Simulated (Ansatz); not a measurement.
TlO₃I (R3m) from a database structure, relaxed with r2SCAN+rVV10, was run in the PAW code Ansatz under altered settings. All numbers are computed, without spin polarisation but where a row says otherwise.

```yaml
crystal:
  lattice:
    - [3.12909, 1.80658, 2.62087]
    - [-3.12909, 1.80658, 2.62087]
    - [0.00000, -3.61316, 2.62087]
  atoms:
    - { symbol: Tl, position: [0.00451, 0.00451, 0.00451] }
    - { symbol: I, position: [0.50126, 0.50126, 0.50126] }
    - { symbol: O, position: [0.90701, 0.46246, 0.46246] }
    - { symbol: O, position: [0.46246, 0.90701, 0.46246] }
    - { symbol: O, position: [0.46246, 0.46246, 0.90701] }
```

The base run's other keys:
```yaml
kpoints:
  mp_grid: { grid: [4, 4, 4] }
hamiltonian:
  xc: r2scan
scf:
  occupations: { method: fixed }
  n_extra_bands: 5
```

It takes 7 iterations with 2265 plane waves at 500 eV and 13 k points, and leaves a mean stress of +1.18 GPa. The gap over this mesh is 2.984 eV. It ran on 4 threads of Intel(R) Xeon(R) Processor @ 2.50GHz (Skylake/Cascade Lake), on a shared host.

Outcomes, with energy and stress as changes against the base:
```
                                    setting            outcome  ΔF (meV/atom)  Δ mean stress (GPa)  gap on the mesh (eV)  iterations  wall time
hamiltonian.xc: pbesol (cutoff then 420 eV)          converged              –                +0.04                 2.611           7      2.4 s
                              accuracy: low          converged            0.0                 0.00                 2.984           7        5 s
               scf.occupations: tetrahedron  converged, warned            0.0                    –                 2.984           7        6 s
                         basis.ecutwfc: 900          converged           -3.4                -0.01                 2.984           7       10 s
              scf.occupations: gaussian 0.2          converged            0.0                 0.00                 2.984           7      5.4 s
                scf.occupations: cold 0.001          converged            0.0                 0.00                 2.984           7      5.3 s
                       scf.n_extra_bands: 0          converged            0.0                 0.00                 2.984           7      5.2 s
              scf.occupations: gaussian 0.5          converged            0.0                 0.00                 2.984           7      5.2 s
    scf.occupations: methfessel_paxton 0.05          converged            0.0                 0.00                 2.984           7      5.3 s
                      scf.n_extra_bands: 24          converged            0.0                 0.00                 2.984           7      6.7 s
                         basis.ecutwfc: 750          converged           -2.9                -0.01                 2.984           7      7.3 s
                          basis.ecutwfc: 40  converged, warned        +393351             -1176.19                  none          10      1.4 s
                       hamiltonian.xc: scan            refused              –                    –                     –           –     0.04 s
```
A dash marks a value that wasn't obtained or can't be compared. Stress is positive in compression. The base took 5.4 s.

- hamiltonian.xc: pbesol. The cutoff follows the functional, from 500 to 420 eV. The mean stress moves by +0.04 GPa (single components by up to 0.4) and the gap on the mesh by -0.373 eV (to 2.611). It's another functional on the same cell, so totals aren't comparable.
- scf.occupations: tetrahedron. Energy, stress and gap stay within 1 meV an atom, 0.1 GPa and 0.005 eV of the base. Warned: band table not solved further, tetrahedron derivatives may miss energy slope.
- basis.ecutwfc: 900. 5479 plane waves in place of 2265. The free energy moves by -3.4 meV an atom, the mean stress by -0.01 GPa and the gap on the mesh by 0.000 eV (to 2.984). The base cutoff was converged to that degree.
- basis.ecutwfc: 750. 4109 plane waves in place of 2265. The free energy moves by -2.9 meV an atom, the mean stress by -0.01 GPa and the gap on the mesh by 0.000 eV (to 2.984). The base cutoff was converged to that degree.
- basis.ecutwfc: 40. 57 plane waves in place of 2265. The free energy moves by +393351 meV an atom, the mean stress by -1176.19 GPa and the gap on the mesh by -5.546 eV (no gap is left). The basis is too small: these are errors of the cutoff. Warned: band overlap at count, cutoff below recommended, metallic iterate, unresolved pair at count.
- hamiltonian.xc: scan. It is rejected at once. Error: YAML parse error: line 15 column 7: hamiltonian.xc: unknown variant `scan`, expected one of […]

Within 1 meV an atom, 0.1 GPa and 0.005 eV of the base stay: accuracy: low; scf.occupations: tetrahedron; scf.occupations: gaussian 0.2; scf.occupations: cold 0.001; scf.n_extra_bands: 0; scf.occupations: gaussian 0.5; scf.occupations: methfessel_paxton 0.05; scf.n_extra_bands: 24.

Spin-orbit coupling is left out; in compounds of Pb, Bi, Tl or Hg it can lower a gap by up to about 1 eV, split its edges or invert the bands.
